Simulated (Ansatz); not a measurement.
Relaxed HfO₂ (fluorite):

```
CELL_PARAMETERS angstrom
      0.00000     5.09813     5.09813
      2.54906     0.00000     2.54906
      2.54906     2.54906     0.00000
ATOMIC_POSITIONS crystal
  Hf 0.00000 0.00000 0.00000
  Hf 0.50000 0.00000 0.00000
  O  0.12500 0.25000 0.25000
  O  0.62500 0.25000 0.25000
  O  0.37500 0.75000 0.75000
  O  0.87500 0.75000 0.75000
```

A phonon eigenvector at L = (0.5, 0.0, 0.0) is frozen into this cell: atom i moves by Q times the vector below, so Q is the largest atomic displacement, in Å. The cell is held. It is one choice among 2 degenerate patterns. (q is in reciprocal vectors of the primitive cell; the cell shown is doubled to hold the pattern.)

```csv
atom,x,y,z
Hf1,0.005,-0.009,0.014
Hf2,-0.005,0.009,-0.014
O3,-0.285,0.520,-0.805
O4,0.285,-0.520,0.805
O5,0.285,-0.520,0.805
O6,-0.285,0.520,-0.805
```

These are PBE (plane waves to 420 eV, PAW, scalar-relativistic; Ansatz, a first-principles code) values and carry that method's errors. k mesh 11×11×11 (Γ-centred), Fermi-Dirac smearing 0.05 eV. Energies are smeared free energies. HfO2 is run without spin polarisation. HfO2 was relaxed with its symmetry unable to fall. Spin-orbit coupling is left out, though Hf is heavy. The PAW data are Ansatz's earlier set. This is a high-temperature form of HfO2. The zero of ΔE is the undisplaced structure.

| Q (Å) | ΔE (meV/cell) |
|---|---|
| -0.180 | withheld |
| -0.150 | 413 |
| -0.120 | 261 |
| -0.090 | 146 |
| -0.060 | 64 |
| -0.030 | 16 |
| 0.000 | 0 |
| 0.030 | 16 |
| 0.060 | 64 |
| 0.090 | 146 |
| 0.120 | 261 |
| 0.150 | 413 |
| 0.180 | withheld |

**Question.** Fit an even polynomial form (powers 2, 4) to the given rows and predict ΔE at Q = 0.180.

**Answer.** Least squares on the 11 given rows: ΔE = (17760)·Q² + (26230)·Q⁴, in meV/cell with Q in Å; root-mean-square residual 0.2 meV/cell. At 0.180 the fit gives 603 meV/cell; the calculation gives 603 meV/cell, the same to the digits shown. The quadratic term alone would give 575 meV/cell.

(For displaced atoms, the force is minus the slope of the energy, and its curvature is a force constant, which sets phonon frequencies.)
